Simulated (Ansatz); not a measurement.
The elements of this relaxed trial crystal are hidden behind letters.

```
lattice vectors (Å)
  -3.5450    3.5450    3.5450
   3.5450   -3.5450    3.5450
   3.5450    3.5450   -3.5450
fractional positions
X 0.5000 0.5000 0.5000
X 0.5000 0.0000 0.0000
X 0.0000 0.0000 0.5000
X 0.0000 0.5000 0.0000
Z 0.0000 0.0000 0.0000
```

Theory: Ansatz, DFT PBE, scalar-relativistic, plane waves, PAW. Cutoff 420 eV, Γ-centred 8×8×8 mesh (5-atom cell), Gaussian smearing of 0.10 eV, no spin polarisation.

* Space group: Im-3m (No. 229)
* Conventional cell: a = 7.090 Å
* Volume per atom: 35.64 Å³
* Density: 5.41 g/cm³
* Formation energy: +0.28 eV/atom
* Gap on the 8×8×8 mesh of the 5-atom cell: 0 eV (a metal)

Energies are uncorrected and count from the elements' standard states at the same level.

Task: X is a p-block element of period 5 and Z is a p-block element of period 5. Which elements are they?

Result: X = In, Z = Sb, so the formula is In4Sb. Density times volume gives a mean mass of 5.41 × 35.64/1.6605 = 116.1 u per atom, and this set has 116.2 u. Among the elements that the hints allow, noble gases aside, only these give it. In has 2 Sb at 3.07 Å and 6 In at 3.54 Å; Sb has 8 In at 3.07 Å.

Spin–orbit coupling, which can matter for Sb, is left out. A structure relaxed within its symmetry needn't be a true minimum. Another cell of In4Sb relaxed alike, in Cmmm, lies 189 meV/atom lower, so this cell isn't the stable form at this level.
